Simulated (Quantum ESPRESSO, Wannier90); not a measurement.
Wannier functions of ZnCdS2 (P-4m2)

```yaml
crystal:
  lattice:
    - [3.95435, 0.00000, 0.00000]
    - [0.00000, 3.95435, 0.00000]
    - [0.00000, 0.00000, 5.71912]
  atoms:
    - { symbol: Zn, position: [0.00000, 0.00000, 0.50000] }
    - { symbol: Cd, position: [0.50000, 0.50000, 0.00000] }
    - { symbol: S, position: [0.50000, 0.00000, 0.27642] }
    - { symbol: S, position: [0.00000, 0.50000, 0.72358] }
```

Cell from Materials Project (mp-971712), symmetrised, no further relaxation. Not found in the COD (Crystallography Open Database) copy used; not checked further. Level: PBEsol, spinors with spin-orbit coupling; pw.x of Quantum ESPRESSO at 82 Ry with PseudoDojo potentials, 4×4×4 k-points, Wannier90. Density: 8×8×6 mesh, cold smearing 0.01 Ry.

The plane-wave run has 96 bands and 52 electrons a cell. On the energy scale of pw.x, whose zero is arbitrary, the valence-band maximum lies at 7.03 eV.

Isolated groups of bands, relative to the valence-band maximum (bands from 53 on overlap up to the last one computed):

| bands | from (eV) | to (eV) | filling | weight on atomic waves |
|---|---|---|---|---|
| 1–2 | -124.57 | -124.57 | filled | Zn 3s 100 % |
| 3–4 | -101.29 | -101.28 | filled | Cd 4s 99 % |
| 5–6 | -80.97 | -80.97 | filled | Zn 3p 100 % |
| 7–10 | -77.91 | -77.90 | filled | Zn 3p 100 % |
| 11–12 | -66.45 | -66.45 | filled | Cd 4p 100 % |
| 13–16 | -60.61 | -60.59 | filled | Cd 4p 100 % |
| 17–20 | -12.77 | -11.85 | filled | S 3s 84 %, Zn 4s 5 %, Cd 5s 4 % |
| 21–24 | -7.99 | -7.64 | filled | Cd 4d 94 % |
| 25–30 | -7.42 | -6.99 | filled | Cd 4d 92 %, S 3p 4 % |
| 31–40 | -6.36 | -5.60 | filled | Zn 3d 92 %, S 3p 5 % |
| 41–52 | -5.03 | 0.00 | filled | S 3p 79 %, Zn 3d 5 %, Cd 5s 5 % |

Input w.win, without the blocks of cell, atoms and k-points (64 lines):

```
num_bands = 60
num_wann = 32
exclude_bands = 1-16,21-40
spinors = true
num_iter = 1000
conv_tol = 1.0e-6
conv_window = 4
dis_num_iter = 1000
dis_conv_tol = 1.0e-6
dis_froz_max = 16.05
write_hr = true
write_u_matrices = true
begin projections
f=0.01218,0.00338,0.49994: s;p
f=0.49076,0.50529,0.00471: s;p
f=0.50259,-0.00166,0.26794: s;p
f=0.01228,0.49706,-0.27681: s;p
end projections
mp_grid = 4 4 4
```

wannier90.x stops with:
```
dis_windows: More states in the frozen window than target WFs
```
At some k-point more bands lie below dis_froz_max than there are Wannier functions, and every frozen state has to fit into the subspace. Mended as below, all else unchanged, the run goes through (Ω_I = 48.3 Å²) and follows the plane-wave bands to 10 meV rms (states up to 2.3 eV relative to the valence-band maximum).
```
dis_froz_max = 9.81
```
